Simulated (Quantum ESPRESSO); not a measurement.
One change at a time to MoRu3WZnZr2

Calculated results; nothing here was measured. They come from Quantum ESPRESSO 7.5, a public plane-wave density functional program. Each row is one single-point run on a made-up periodic cell of eight metal atoms, with elements, volume, strain and displacements drawn at random and not relaxed, so a cell may be unstable or far from any real phase. There is no spin polarisation or spin-orbit coupling.

Settings: PBE unless stated; PseudoDojo standard norm-conserving files; Fermi-Dirac width 0.25 eV, which means electrons at about 2900 K; cutoff 1143 eV; 5 x 5 x 4 k mesh shifted half a step off Gamma. E is the free energy of the whole cell (internal energy minus TS), so a -TS column is already part of it. Stress is positive in tension, and the pressure P is minus a third of its trace.

Checks: one run of this series was repeated at a higher cutoff and on a denser mesh, which moved values by no more than 0.004 eV, 0.05 GPa and 0.005 eV/Å, and a second program with other atomic files agreed on it to 2 % rms in force and 0.5 GPa in pressure. Known limits: heavy elements are run without spin-orbit coupling, which real alloys of them have; a spin test at this wide smearing found no moment, but such smearing suppresses magnetism that the real alloy may have.

The lattice is face-centred cubic, and the cell vectors in Å are (2.077, 4.153, 2.077); (2.077, -4.153, 2.077); (4.153, 0.000, -4.153), a volume of 143.30 Å³ in run 1. The elements on sites 1 to 8 are Zn W Zr Mo Ru Zr Ru Ru. Each later run makes one change to run 1 and keeps the rest. E is counted from run 1, and is n/a where other atomic files have another zero of energy.

```
run                           change  V (Å³)  P (GPa)  -TS (eV)  rms force (eV/Å)  largest change of a force component (eV/Å)  E (eV)
  1                             none  143.30   -13.08    -2.028             0.316                                       0.000   0.000
  2          sites 3 and 8 exchanged  143.30   -11.95    -2.081             0.692                                       1.236   0.876
  3    all lengths scaled by -0.66 %  140.48   -10.48    -1.979             0.334                                       0.074       ?
  4              LDA in place of PBE  143.30   -23.00    -2.038             0.296                                       0.113     n/a
  5                     Al on site 7  143.30   -10.41    -1.733             0.302                                       0.357     n/a
  6  site 5 moved by +0.21 Å along z  143.30   -12.44    -2.042             0.399                                       0.779   0.166
```

## Worked estimate

Along a uniform scaling dE = -P dV. The mean of the two pressures is -11.780 GPa and the volume changes by -2.82 Å³, with 160.2 GPa to one eV/Å³. The same two rows give -V dP/dV = 131 GPa for this cell with clamped atoms, which is not the bulk modulus of a real alloy.

## Withheld value

Question: what E should run 3 give?

The estimate is -0.207 eV. The calculation gave -0.207 eV.
